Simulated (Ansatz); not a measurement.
Consider the following.

CdH2O2:
```
CdH2O2
1.0
    3.50621     0.00000     0.00000
   -1.75310     3.03646     0.00000
    0.00000     0.00000     4.59857
Cd H O
1 2 2
Direct
  0.00000   0.00000   0.00000
  0.66667   0.33333   0.55014
  0.33333   0.66667   0.44986
  0.66667   0.33333   0.75981
  0.33333   0.66667   0.24019
```

This is the r²SCAN+D4-relaxed structure.

**Question.** All from r²SCAN+D4 in the plane-wave PAW code Ansatz, unless another level is named. Estimate the hole effective mass.

**Answer.** 0.54, 1.6, 8.9 mₑ (principal values).

**Question.** Next, the electron effective mass with spin–orbit coupling?

**Answer.** 0.30, 0.30, 0.46 mₑ (principal values).

**Question.** Give the smallest direct gap on the standard path.

**Answer.** 2.67 eV.

**Question.** Next, the HSE06 gap on the r²SCAN+D4 cell?

**Answer.** 3.43 eV.

**Question.** What about the gap with spin–orbit coupling?

**Answer.** 2.31 eV.

**Question.** And the valence-band maximum?

**Answer.** at M.

Space group P-3m1. The workflow started from a Materials Project entry (that database holds measured and hypothetical structures alike); the Crystallography Open Database copy checked does not list it. Whether it is the stable phase at ambient conditions was not checked. The r²SCAN+D4 relaxation kept the symmetry of its start; its stability against distortions is not shown here. Scalar-relativistic: spin–orbit coupling is off unless named, which matters more the heavier the elements.

Potentials: the later of the program's two PAW sets.
